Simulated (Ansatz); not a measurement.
**CaZn (R-3m), axial (c/a) deformation path**

Method: DFT PBEsol, scalar-relativistic, plane waves, PAW in Ansatz 0.2.0. Settings: plane waves to 420 eV, k-mesh 15×15×15 (Γ-centred), Gaussian smearing 0.15 eV. No spin polarisation. Energies are free energies at this smearing, counted from the undisturbed cell; pressure is positive in compression.

The starting cell (as given, not relaxed at this level; it stands at -2.1 GPa, and it needn't be the usual structure):

```xyz
2
Lattice="2.4500 1.4145 2.6614 -2.4500 1.4145 2.6614 0.0000 -2.8290 2.6614" Properties=species:S:1:pos:R:3 pbc="T T T"
Ca    0.0000    0.0000    0.0000
Zn    0.0000    0.0000    3.9921
```

At fixed volume and fractional coordinates, lengths along (0.000, 0.000, 1.000) are scaled against those across it; ρ is that ratio over its starting value. The cell is metallic on the mesh throughout.

| ρ | ΔE (meV/atom) | pressure (GPa) |
| --- | --- | --- |
| 0.850 | ? | ? |
| 0.920 | -40.0 | -3.1 |
| 0.960 | -19.1 | -2.6 |
| 1.000 | 0.0 | -2.1 |
| 1.100 | 31.8 | -1.0 |
| 1.200 | 44.2 | -0.5 |

Question: Give the withheld values.

Answer: ΔE (meV/atom) at ρ = 0.850: -75.8; pressure (GPa) at ρ = 0.850: -3.8.